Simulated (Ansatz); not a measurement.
C:
```cif
data_C16
_chemical_formula_sum 'C16'
_space_group_name_H-M_alt 'C2/m'
_space_group_IT_number 12
_space_group_name_Hall '-C 2y'
_cell_length_a 9.14085
_cell_length_b 2.51068
_cell_length_c 4.12845
_cell_angle_alpha 90.000
_cell_angle_beta 96.973
_cell_angle_gamma 90.000
loop_
_atom_site_label
_atom_site_type_symbol
_atom_site_symmetry_multiplicity
_atom_site_Wyckoff_symbol
_atom_site_fract_x
_atom_site_fract_y
_atom_site_fract_z
_atom_site_occupancy
C1 C 4 i 0.44278 0.00000 0.12060 1
C2 C 4 i 0.22861 0.00000 0.58528 1
C3 C 4 i 0.21423 0.50000 0.05929 1
C4 C 4 i 0.05819 0.00000 0.65349 1
```
(The calculation used a cell of 8 atoms; values per cell refer to that cell.)

Relaxed with PBEsol. 

Q: HSE06 on this cell (Ansatz, an electronic-structure program, PAW) gives a gap of 4.70 eV. What does PBEsol give?

A: 3.42 eV.

Cost on shared cores: the PBEsol run (SCF on a 11×11×7 mesh, then bands and DOS) around 70 core-seconds (rough), the HSE06 run (SCF on 7×7×4, then a few points) very roughly 3 core-minutes; the tasks are unlike.

The start of the workflow was typed in or built on a structure type; the Crystallography Open Database copy checked does not list it. It is not the phase usual at ambient conditions (space group No. 194, 227). Symmetry was held in the PBEsol relaxation; its stability against distortions is not shown here.

Potentials: the earlier of the program's two PAW sets. The files were generated under PBE; for other functionals the program regenerates the frozen cores, and for LDA and PBEsol the local potential too.

Ansatz is a plane-wave DFT program.
